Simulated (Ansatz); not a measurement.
With plane-wave PAW r²SCAN (Ansatz code), Si2Ni in the fluorite or antifluorite type structure (Fm-3m) relaxes to a = 5.384 Å. Ni has 8 nearest neighbours from 2.33 Å (cubic). Against the elements it lies at -0.35 eV/atom, with no fitted shifts.

Electronic character: metallic (no gap). The magnetic state found is non-magnetic (starting moments vanished).

The bulk modulus is 163 GPa. Bader charges are Ni -0.97, Si +0.48 e.

The cell was relaxed with r²SCAN under the symmetry of its start. The workflow began spin-polarised and lost its moments. The references are the lowest solids computed at this level, not always the standard phases.

Potentials: the later of the program's two PAW sets.
